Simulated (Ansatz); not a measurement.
Cr₂B in space group I4/mcm (No. 140; Cr on 8h, B on 4a) at seven volumes, r²SCAN in the plane-wave PAW code Ansatz, shape and atoms relaxed at each. One row is withheld.

```csv
V (Å³/atom),P (GPa)
8.401,35.75
8.678,21.95
8.955,?
9.232,-0.01
9.508,-8.71
9.785,-16.15
10.062,-22.51
```

**Question.** Fit the shown pressures and predict the withheld one.

**Answer.** Third-order Birch–Murnaghan: P = (3/2)B₀(x^(7/2) − x^(5/2))[1 + (3/4)(B′ − 4)(x − 1)] with x = (V₀/V)^(2/3). Least squares on the six rows gives V₀ = 9.231 Å³/atom, B₀ = 312.3 GPa, B′ = 4.13. At V = 8.955, x = 1.0204 and P = 10.09 GPa. The run itself gave 10.13 GPa.

The workflow started from an entry of the Crystallography Open Database (COD). Its standing as an ambient phase is unchecked. The cell was relaxed with r²SCAN under the symmetry of its start; its stability against distortions is not shown here. The workflow began spin-polarised and lost its moments.

Potentials: the later of the program's two PAW sets.
